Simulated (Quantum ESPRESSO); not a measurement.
# Band energies of YOF

```
CELL_PARAMETERS angstrom
      3.83227     0.00000     0.00000
      0.00000     3.83227     0.00000
      0.00000     0.00000     5.44666
ATOMIC_POSITIONS crystal
  O  0.00000 0.00000 0.50000
  O  0.50000 0.50000 0.50000
  F  0.50000 0.50000 0.00000
  F  0.00000 0.00000 0.00000
  Y  0.50000 0.00000 0.71148
  Y  0.00000 0.50000 0.28852
```

norm-conserving PBEsol (Quantum ESPRESSO, 84 Ry, no spin-orbit coupling); path ΓXMΓZRAZ,XR,MA; energies in eV from the valence-band maximum.

```
k (1/Å)  point  band 20  band 21  band 22  band 23  band 24  band 25  band 26  band 27
-------  -----  -------  -------  -------  -------  -------  -------  -------  -------
0.00         Γ    -2.42    -1.53    -0.98    -0.25    -0.25     4.95     5.63     5.69
0.20              -2.39    -1.45    -1.00    -0.42    -0.33     5.26     5.66     5.82
0.61              -2.10    -1.35    -1.31    -0.96    -0.54     5.49     5.74     6.39
0.82         X    -1.78    -1.70    -1.70    -0.69    -0.69     5.51     5.51     6.62
1.02              -2.09    -1.37    -1.37    -0.62    -0.62     5.52     5.52     6.71
1.23              -2.35    -1.04    -1.04    -0.47    -0.47     5.41     5.41     7.03
1.64         M    -2.56    -0.60    -0.60    -0.32    -0.32     5.12     5.12     6.67
2.03              -2.18    -1.06    -0.88    -0.87    -0.07     5.35     5.51     6.75
2.41              -2.05    -1.30    -1.12    -1.00    -0.11     5.67     5.83     6.00
2.61              -2.32    -1.46    -0.99    -0.52    -0.21     5.23     5.66     5.80
2.80         Γ    -2.42    -1.53    -0.98    -0.25    -0.25     4.95     5.63     5.69
2.99              -2.35    -1.78    -1.21    -0.22    -0.22     5.15     5.64     5.75
3.38         Z    -2.21    -2.21    -2.00    -0.13    -0.13     5.64     5.96     6.17
3.54              -2.24    -2.20    -1.98    -0.24    -0.17     5.71     6.02     6.28
3.87              -2.02    -1.91    -1.86    -0.88    -0.46     6.13     6.28     6.34
4.20         R    -1.92    -1.58    -1.58    -1.01    -1.01     6.33     6.33     6.50
4.52              -2.28    -1.45    -1.45    -0.62    -0.62     5.71     5.71     6.70
4.69              -2.58    -1.18    -1.18    -0.43    -0.43     5.52     5.52     6.84
5.02         A    -2.75    -0.78    -0.78    -0.35    -0.35     5.53     5.53     6.78
5.31              -2.54    -1.14    -1.08    -0.71    -0.13     5.28     5.72     6.77
5.45              -2.14    -1.40    -1.40    -1.07    -0.04     5.27     5.92     6.56
5.74              -2.12    -1.80    -1.77    -1.13    -0.02     5.85     6.06     6.20
6.03              -2.27    -2.16    -1.98    -0.27    -0.11     5.70     6.01     6.26
6.17         Z    -2.21    -2.21    -2.00    -0.13    -0.13     5.64     5.96     6.17
6.17         X    -1.78    -1.70    -1.70    -0.69    -0.69     5.51     5.51     6.62
6.37              -1.74    -1.73    -1.73    -0.78    -0.78     5.65     5.65     6.59
6.75         R    -1.92    -1.58    -1.58    -1.01    -1.01     6.33     6.33     6.50
6.75         M    -2.56    -0.60    -0.60    -0.32    -0.32     5.12     5.12     6.67
6.94              -2.65    -0.64    -0.64    -0.33    -0.33     5.21     5.21     6.69
7.33         A    -2.75    -0.78    -0.78    -0.35    -0.35     5.53     5.53     6.78
```

The PBEsol gap is indirect, 4.95 eV, from 50 % of the way from A to Z to Γ; the smallest direct gap is 5.20 eV.

Geometry of the Materials Project entry, not relaxed at this level.

The structure is a Materials Project entry; no match was found in the copy of COD used, and its stability was not checked.
